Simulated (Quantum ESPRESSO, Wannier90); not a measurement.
Tight-binding from DFT: TlBr (Cmcm)

```
begin unit_cell_cart
ang
    4.4195100000    0.0000000000    0.0000000000
    0.0000000000    0.0000000000   -4.9717600000
   -2.2097550000    6.2222700000    0.0000000000
end unit_cell_cart
begin atoms_frac
Tl  -0.3889300000  0.2500000000  0.2221400000
Tl   0.3889300000 -0.2500000000 -0.2221400000
Br   0.1367400000 -0.2500000000  0.2734800000
Br  -0.1367400000  0.2500000000 -0.2734800000
end atoms_frac
```

Structure: Materials Project mp-568949, symmetrised, not relaxed again. Not found in the COD (Crystallography Open Database) copy used, which has the formula in other groups; not checked further. Computed values, not measurements, from PBEsol: Quantum ESPRESSO (norm-conserving PseudoDojo potentials, cutoff 50 Ry, no spin polarisation, no spin-orbit coupling) on a Γ-centred 8×6×8 mesh, then Wannier90. Density: 8×6×8 mesh, cold smearing 0.01 Ry. Spin-orbit coupling is left out although heavy elements are present.

A tight-binding model is made by disentanglement and projection with no localisation steps (num_iter = 0), so the 16 orbitals stay atom-like: hydrogen-like Tl: s;p; Br: s;p, axes along x, y, z; frozen window up to 3.50 eV relative to the valence-band maximum. It follows pw.x to 1.3 meV rms for states up to 3.0 eV relative to the valence-band maximum. Matrix elements depend on this choice of orbitals and windows. Bands 3–12 (Tl 5d 99 %) lie between the kept ones and are excluded.

Problem. What are the on-site energies relative to the valence-band maximum, and how fast do the hoppings decay?

Solution. 
| atom | orbitals | energy (eV) |
|---|---|---|
| Tl1 | s | -3.56 |
| Tl1 | pz | 4.34 |
| Tl1 | px | 4.10 |
| Tl1 | py | 4.29 |
| Tl2 | s | -3.56 |
| Tl2 | pz | 4.34 |
| Tl2 | px | 4.10 |
| Tl2 | py | 4.29 |
| Br3 | s | -13.41 |
| Br3 | pz px py | -1.20 |
| Br4 | s | -13.41 |
| Br4 | pz px py | -1.20 |

```
distance of the centres (Å)  largest modulus (eV)
---------------------------  --------------------
3–4                                           1.5
4–5                                          0.55
5–6                                         0.057
6–7                                          0.16
7–8                                         0.032
8–9                                         0.032
9–10                                        0.022
10–11                                       0.020
11–12                                      0.0026
12–13                                      0.0085
```
